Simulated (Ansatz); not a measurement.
**Two states of LuRu$_{2}$ClO$_{4}$**

```yaml
crystal:
  lattice:
    - [3.49702, 0.00000, 0.00000]
    - [0.00000, 3.49702, 0.00000]
    - [0.00000, 0.00000, 8.30369]
  atoms:
    - { symbol: Lu, position: [0.00000, 0.00000, 0.00000] }
    - { symbol: Ru, position: [0.50000, 0.50000, 0.72930] }
    - { symbol: Ru, position: [0.50000, 0.50000, 0.27070] }
    - { symbol: O, position: [0.50000, 0.00000, 0.85400] }
    - { symbol: O, position: [0.00000, 0.50000, 0.85400] }
    - { symbol: O, position: [0.50000, 0.00000, 0.14600] }
    - { symbol: O, position: [0.00000, 0.50000, 0.14600] }
    - { symbol: Cl, position: [0.00000, 0.00000, 0.50000] }
```

Level: r2SCAN, with U_eff = 1.93 eV on Ru d (all-electron-ortho-atomic projectors); 500 eV; 5×5×2 (shifted by 0.5, 0.5, 0 steps) mesh; methfessel-paxton occupations (width 0.082 eV); Ansatz 0.2.0, fixed geometry.

State A: Ru2 along (-0.93, -0.23, -0.30), Ru3 along (-0.93, -0.23, -0.30) (spinors with spin-orbit coupling). State B: Ru2 along (0.00, 0.00, 1.00), Ru3 along (0.00, 0.00, -1.00) (spinors with spin-orbit coupling).

Problem. Compare the two self-consistent states.

Solution. State B is lower by 6.0 meV an atom at zero smearing. So small a gap isn't resolved on this mesh where a state is a metal.

| state | free energy (meV/atom) | largest moment in a small sphere (μB) | net moment (μB/cell) | gap on mesh (eV) | pressure (GPa) | largest force (eV/Å) |
| --- | --- | --- | --- | --- | --- | --- |
| A | 6.0 | 2.15 | 4.17 | metal | 21.2 | 3.48 |
| B | 0.0 | 2.14 | 0.00 | 0.65 | 24.0 | 3.33 |

Origin: a known structure type with other elements, at an estimated volume, so it need not be a known compound. Caveats: atoms or cell far from equilibrium; the mesh misses a band edge that the path finds; the state breaks the symmetry of the cell; the k mesh is coarse if the cell is a metal.
